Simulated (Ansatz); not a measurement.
InSb (zinc blende, space group No. 216) at seven volumes, the program Ansatz at the PBE level (PAW), scaled uniformly. One row is withheld.

```csv
V (Å³/atom),P (GPa)
33.226,4.36
34.322,2.65
35.417,1.21
36.513,0.00
37.608,-1.01
38.703,-1.86
39.799,?
```

**Question.** Fit the shown pressures and predict the withheld one.

**Answer.** P = (3/2)B₀(x^(7/2) − x^(5/2))[1 + (3/4)(B′ − 4)(x − 1)] with x = (V₀/V)^(2/3). Least squares on the six rows gives V₀ = 36.516 Å³/atom, B₀ = 36.8 GPa, B′ = 4.81. At V = 39.799, x = 0.9442 and P = -2.58 GPa. The run itself gave -2.56 GPa.

Space group F-43m (zinc blende). Symmetry was held in the PBE relaxation. Scalar-relativistic: spin–orbit coupling is off unless named, which matters more the heavier the elements.

Potentials: the later of the program's two PAW sets.
